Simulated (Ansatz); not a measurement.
Structure relaxation, Mo2C

The start is a generated cell, Mo2C built in the AFLOW prototype AB2_hP9_180_d_j (C40, as in CrSi2). The structure is fully relaxed (lattice and positions, P = 0) with PBEsol (plane waves to 420 eV, PAW, scalar-relativistic; Ansatz, a quantum-chemistry and plane-wave program). First-step values are on the input's coarse k-mesh.

Ansatz input (later rounds restart from its end on a renewed k-mesh):
Ansatz 0.2 input:
```yaml
crystal:
  lattice:
    - [4.4826427, 0, 0]
    - [-2.2413214, 3.8820825, 0]
    - [0, 0, 6.447245]
  atoms:
    - { symbol: C, position: [0.5, 0, 0] }
    - { symbol: C, position: [0.5, 0.5, 0.33333333] }
    - { symbol: C, position: [0, 0.5, 0.66666667] }
    - { symbol: Mo, position: [0.16559, 0.33118, 0] }
    - { symbol: Mo, position: [0.83441, 0.16559, 0.33333333] }
    - { symbol: Mo, position: [0.66882, 0.83441, 0.66666667] }
    - { symbol: Mo, position: [0.83441, 0.66882, 0] }
    - { symbol: Mo, position: [0.16559, 0.83441, 0.33333333] }
    - { symbol: Mo, position: [0.33118, 0.16559, 0.66666667] }
basis: { ecutwfc: 420, ecutrho_ratio: 4, xc_grid: 2, fft_grid_basis: typed }
kpoints: { mp_grid: { grid: [6, 6, 4] } }
hamiltonian:
  xc: pbesol
  dispersion: none
  pseudopotentials: { kind: paw }
scf: { occupations: { method: fermi_dirac, width: 0.05 } }
relax: { f_tol: 0.01, max_steps: 100, cell: { stress_tol: 0.02 } }
output: { forces: true, stress: true }
```

| Quantity | Result |
|---|---|
| Initial pressure | -8 GPa (negative: the cell is under tension) |
| Largest initial force | about 1.0 eV/Å, on Mo4, Mo5, Mo6, Mo7, Mo8, Mo9 (atoms numbered as listed) |
| Energy released | 0.04 eV/atom |
| Shortest distances (start → end) | The closest pairs of elements (up to four, under 3.6 Å), start → end: C–Mo 2.51 → 2.43 Å; Mo–Mo 2.50 → 2.48 Å; C–C 3.11 → 3.06 Å |
| Band gap at the end | no gap (metallic) |
| Optimiser moves | 10 |

The end point of the relaxation:

```cif
data_C3Mo6
_chemical_formula_sum 'C3 Mo6'
_space_group_name_H-M_alt 'P6222'
_space_group_IT_number 180
_space_group_name_Hall 'P 62 2 (0 0 4)'
_cell_length_a 4.49148
_cell_length_b 4.49148
_cell_length_c 6.21451
_cell_angle_alpha 90.000
_cell_angle_beta 90.000
_cell_angle_gamma 120.000
loop_
_atom_site_label
_atom_site_type_symbol
_atom_site_symmetry_multiplicity
_atom_site_Wyckoff_symbol
_atom_site_fract_x
_atom_site_fract_y
_atom_site_fract_z
_atom_site_occupancy
C1 C 3 c 0.50000 0.00000 0.00000 1
Mo1 Mo 6 i 0.17551 0.35102 0.00000 1
```

Final values are on a 12×12×8 k-mesh of the relaxed cell. No spin polarisation in the result.

The run could not lose the symmetry of its start, so the end can be a saddle point.

The relaxed structure here is a generated cell of Mo2C: the first start was made by placing the elements on the sites of a structure type, and the end was not matched to a known phase here, so it may be hypothetical.
